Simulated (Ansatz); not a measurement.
A vibration from a frozen displacement in HgPt

Method: DFT PBEsol, scalar-relativistic, plane waves, PAW in Ansatz 0.2.0. Cutoff 420 eV, Γ-centred 16×16×12 k-points, Gaussian smearing of 0.15 eV. Spin–orbit coupling is left out, which matters for the heavy elements here. No spin polarisation. Energies are free energies at this smearing, counted from the undisturbed cell; pressure is positive in compression.

Zero of the scan (as given, not relaxed at this level; it stands at 3.0 GPa, and it needn't be the usual structure):

```xyz
2
Lattice="2.9710 0.0000 0.0000 0.0000 2.9710 0.0000 0.0000 0.0000 3.8250" Properties=species:S:1:pos:R:3 pbc="T T T"
Hg    0.0000    0.0000    0.0000
Pt    1.4855    1.4855    1.9125
```

Every Hg atom is moved by x along the Cartesian unit vector (0.000, 0.000, 1.000); the cell and all other atoms stay fixed. The cell's volume is 33.76 Å³; the moved atoms weigh 200.592 u together and the others 195.084 u. Some rows repeat others by symmetry and weren't run.

| x (Å) | ΔE (meV/cell) | total force on the moved atoms along the move (eV/Å) | pressure (GPa) |
| --- | --- | --- | --- |
| -0.3000 | 426.15 | 2.9135 | 12.6599 |
| -0.2625 | 324.30 | 2.5206 | 10.4049 |
| -0.2250 | 236.97 | 2.1386 | 8.4505 |
| -0.1875 | 163.78 | 1.7662 | 6.7971 |
| -0.1500 | 104.40 | 1.4020 | 5.4450 |
| -0.1125 | 58.54 | 1.0450 | 4.3935 |
| -0.0750 | 25.96 | 0.6935 | 3.6421 |
| -0.0375 | 6.48 | 0.3458 | 3.1909 |
| 0.0000 | 0.00 | 0.0000 | 3.0404 |
| 0.0375 | 6.48 | -0.3458 | 3.1909 |
| 0.0750 | 25.96 | -0.6935 | 3.6421 |
| 0.1125 | 58.54 | -1.0450 | 4.3935 |
| 0.1500 | 104.40 | -1.4020 | 5.4450 |
| 0.1875 | 163.78 | -1.7662 | 6.7971 |
| 0.2250 | 236.97 | -2.1386 | 8.4505 |
| 0.2625 | 324.30 | -2.5206 | 10.4049 |
| 0.3000 | 426.15 | -2.9135 | 12.6599 |

Question: What frequency belongs to this motion?

Answer: The force constant is k = −dF/dx = 9.221 eV/Å², from the parabola through x = -0.0375, 0 and 0.0375. In every cell the moved atoms swing against the rest, so the mass is μ = m₁m₂/(m₁ + m₂) = 98.900 u, and ν̃ = 521.5 cm⁻¹ × √(|k|/μ) = 159 cm⁻¹, at this cell's pressure of 3.0 GPa. To first order in x, and within 1 %, the force on every atom lies along the move and, within each of the two groups, in proportion to the atom's mass, so this is itself a mode at the zone centre of this cell.

Question: How far does the harmonic law reach?

Answer: At x = -0.300 Å, kx²/2 = 414.96 meV against the computed 426.15 meV (+2.7 %): the well is still close to harmonic there.

Question: The pressure changes with x². What does that say about the frequency under compression?

Answer: With E = k(V)x²/2, k ∝ V^(−2γ) and x scaling with the cell as V^(1/3), P − P0 = −∂E/∂V = (2γ − 2/3) ΔE/V. At x = 0.0750 Å, V(P − P0) = 33.76 × 0.60174 / 160.2 eV = 126.81 meV and ΔE = 25.96 meV, so γ = 1/3 + V(P − P0)/(2ΔE) = 2.78. This is the Grüneisen parameter of the motion under uniform scaling of the cell: shrinking the cell evenly by 1 % in volume raises the frequency by about 2.78 %.

In a metal these slopes depend on the k mesh and the smearing.